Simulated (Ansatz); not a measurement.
Relaxed candidate structures of TiS2:

A. P-3m1 (No. 164), hP3, CdI2 type; a = 3.3514 Å, b = 3.3514 Å, c = 5.6345 Å, α = 90.00°, β = 90.00°, γ = 120.00°; Ti 1a (0.000, 0.000, 0.000); S 2d (0.333, 0.667, 0.253)

B. Pa-3 (No. 205), cP12; a = b = c = 5.929 Å, α = β = γ = 90.00°; Ti 4a (0.000, 0.000, 0.000); S 8c (0.358, 0.358, 0.358)

C. P-3 (No. 147), hP9; a = 6.3667 Å, b = 6.3667 Å, c = 4.0070 Å, α = 90.00°, β = 90.00°, γ = 120.00°; Ti 1a (0.000, 0.000, 0.000); Ti 2d (0.333, 0.667, 0.244); S 6g (0.385, 0.082, 0.250)

D. Cmcm (No. 63), oS12; a = 3.2501 Å, b = 12.1501 Å, c = 4.4006 Å, α = β = γ = 90.00°; S 4c (0.000, 0.054, 0.250); S 4c (0.000, 0.733, 0.250); Ti 4c (0.000, 0.386, 0.250)

E. Pm (No. 6), mP6; a = 5.889 Å, b = 3.217 Å, c = 6.118 Å, α = 90.00°, β = 102.48°, γ = 90.00°; Ti 1a (0.850, 0.000, 0.977); S 1b (0.237, 0.500, 0.473); S 1b (0.691, 0.500, 0.189); S 1a (0.680, 0.000, 0.631); Ti 1a (0.382, 0.000, 0.263); S 1b (0.160, 0.500, 0.966)

F. P4₂/mnm (No. 136), tP6, rutile type; a = b = 5.833 Å, c = 3.337 Å, α = β = γ = 90.00°; Ti 2a (0.000, 0.000, 0.000); S 4f (0.300, 0.300, 0.000)

Task: Order them by energy per atom (lowest first) at the level PBEsol (plane waves to 420 eV, PAW, scalar-relativistic; Ansatz, a program for electronic structure).

Result: A (reference, the lowest among the structures calculated here), F (+0.11 eV/atom), C (+0.26 eV/atom), B (+0.30 eV/atom), E (+0.34 eV/atom), D (+0.51 eV/atom)

Probably no minimum, since a slightly shaken restart fell lower: P-3, hP9 (by 0.06 eV/atom, to P-62m). 2 runs with a doubtful electronic state, a coarser numerical grid, an end not at rest or a source that can't be used are left out. Each run could gain symmetry but not lose that of its start, so entries can be saddle points. From databases, or of a type measured for this composition: P-3m1, hP3, CdI2 type; the others are generated cells (placed on structure types, drawn at random, substituted or restacked) that were not matched to a known phase here. Energies are at zero temperature and pressure, without zero-point motion. No spin polarisation in the result. Without a van der Waals term the distances between weakly bound units are poorly fixed.
